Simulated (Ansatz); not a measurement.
This cell of CuI (zinc blende) is off equilibrium:

```
CELL_PARAMETERS angstrom
      0.00000     3.09879     2.72693
      3.09879     0.00000     2.72693
      3.09879     3.09879     0.00000
ATOMIC_POSITIONS crystal
  I  0.75000 0.75000 0.75000
  Cu 0.00000 0.00000 0.00000
```

All values below come from PBEsol (plane waves to 420 eV, PAW, scalar-relativistic; Ansatz, an electronic-structure program). k mesh 10×10×10 (Γ-centred), Fermi-Dirac smearing 0.05 eV. E stands for the smeared free energy. Compression counts positive. CuI is run without spin polarisation. CuI was relaxed with its symmetry unable to fall. Spin-orbit coupling is left out, though I is heavy. The PAW data are Ansatz's earlier set.

Task: What is the stress tensor (GPa)?

Result: 
```
  -0.93     0.00     0.00
   0.00    -0.93     0.00
   0.00     0.00     1.09
```
The pressure, a third of the trace, is -0.25 GPa.

Task: It is the relaxed cell deformed to V/V₀ = 1.000, (c/a)/(c/a)₀ = 0.880, c along z, fractional positions held. What is its energy relative to the relaxed cell?

Result: 15.1 meV/atom.

(A scan under strain: stresses follow from slopes of the energy per volume, elastic moduli from its curvatures.)
